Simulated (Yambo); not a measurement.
Yambo input for KLuS2 (space group R-3m, No. 166) under isotropic strain of +1 % on all lattice vectors (a = b = c = 7.6537 Å, α = β = γ = 29.88°), on PBEsol (pw.x of Quantum ESPRESSO, ONCV potentials, scalar-relativistic) wavefunctions on a 4×4×4 mesh:

```
optics
chi
dipoles
kernel
FFTGvecs= 40 Ry
Chimod= "HARTREE"
NGsBlkXd= 4 Ry
% QpntsRXd
 1 | 1 |
%
% BndsRnXd
 2 | 80 |
%
GrFnTpXd= "R"
% EnRngeXd
 0.0 | 20.0 | eV
%
% DmRngeXd
 0.2 | 0.2 | eV
%
CGrdSpXd= 50
ETStpsXd= 161
% LongDrXd
 1.0 | 0.0 | 0.0 |
%
```

First lines of the file o-*.eps_q1_inv_rpa_dyson:

```
Absorption @ Q(1):   1.00000000     0.00000000     0.00000000    [q->0 direction]
#
# [ X ] Hartree size     :  105
# [GEN] GF Energies     : Perdew, Burke & Ernzerhof SOL(X)+Perdew, Burke & Ernzerhof SOL(C)
# [GEN] Green`s Function     : Retarded
#
# [GEN] Gauge     : Length
# [GEN] [r,Vnl] included     : yes
#
#    E[1] [eV]     Im(eps)     Re(eps)     Im(eps_o)     Re(eps_o)
#
     0.000000     0.603598E-5     5.990767     0.11719E-16     6.961391
     0.125000     0.011535     5.994327     0.014135     6.965754
     0.250000     0.023212     6.005051     0.028457     6.978899
     0.375000     0.035190     6.023073     0.043158     7.000995
     0.500000     0.047633     6.048626     0.058446     7.032336
     0.625000     0.060723     6.082044     0.074552     7.073341
     0.750000     0.074669     6.123778     0.091741     7.124583
     0.875000     0.089714     6.174414     0.110325     7.186802
     1.000000     0.106153     6.234698     0.130680     7.260943
     1.125000     0.124345     6.305566     0.153272     7.348197
     1.250000     0.144743     6.388191     0.178688     7.450061
     1.375000     0.167927     6.484044     0.207686     7.568416
     1.500000     0.194656     6.594977     0.241260     7.705641
     1.625000     0.225941     6.723338     0.280753     7.864767
     1.750000     0.263168     6.872134     0.328013     8.049696
     1.875000     0.308280     7.045271     0.385657     8.265523
     2.000000     0.364086     7.247891     0.457507     8.519004
     2.125000     0.434789     7.486893     0.549344     8.819264
     2.250000     0.526936     7.771709     0.670297     9.178876
     2.375000     0.651255     8.115480     0.835537     9.615487
     2.500000     0.826432     8.536739     1.071937     10.15412
     2.625000     1.087570     9.061132     1.430890     10.82929
     2.750000     1.506280     9.718775     2.019118     11.67957
     2.875000     2.233055     10.50939     3.063003     12.68903
     3.000000     3.476958     11.24209     4.861854     13.52979
     3.125000     5.128328     11.64429     7.190750     13.75653
     3.250000     7.491745     11.61567     10.35947     13.09394
     3.375000     9.902519     9.802361     12.81310     9.985337
     3.500000     10.82838     7.911151     13.28376     7.404817
     3.625000     12.71638     5.550064     14.46323     4.022170
     3.750000     12.23688     0.603639     12.24141     -0.711694
     3.875000     8.234480     -1.897700     7.884802     -2.024726
     4.000000     5.049820     -1.350983     4.981059     -0.980075
```
(The file goes on to the top of the energy range.) Convergence of the RPA response with its 4×4×4 mesh was not tested.

Geometry strained from the cell relaxed with PBEsol, atoms relaxed again.
